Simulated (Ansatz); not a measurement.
Given:

Ta₅As₄:
```yaml
crystal:
  lattice:
    - [-4.91607, 4.91607, 1.72453]
    - [4.91607, -4.91607, 1.72453]
    - [4.91607, 4.91607, -1.72453]
  atoms:
    - { symbol: Ta, position: [0.36873, 0.30548, 0.67421] }
    - { symbol: Ta, position: [0.63127, 0.69452, 0.32579] }
    - { symbol: Ta, position: [0.69452, 0.36873, 0.06325] }
    - { symbol: Ta, position: [0.30548, 0.63127, 0.93675] }
    - { symbol: Ta, position: [0.00000, 0.00000, 0.00000] }
    - { symbol: As, position: [0.28266, 0.05261, 0.33527] }
    - { symbol: As, position: [0.71734, 0.94739, 0.66473] }
    - { symbol: As, position: [0.94739, 0.28266, 0.23005] }
    - { symbol: As, position: [0.05261, 0.71734, 0.76995] }
```

This is the r²SCAN-relaxed structure.

Task: All from DFT-r²SCAN in the program Ansatz with PAW potentials, unless another level is named. Estimate the electronic character.

Result: metallic (no gap).

Task: What about the density of states at the Fermi level?

Result: 0.29 states/eV per atom (mean over ±0.08 eV).

Space group I4/m. The first step of the workflow began from a Materials Project structure, measured or hypothetical; the Crystallography Open Database files this formula in space group No. 87, but the cells were not matched. Whether it is the stable phase at ambient conditions was not checked. Symmetry was held in the r²SCAN relaxation; its stability against distortions is not shown here. The run is not spin-polarised. Scalar-relativistic: spin–orbit coupling is off unless named, which matters more the heavier the elements.

Potentials: the later of the program's two PAW sets.
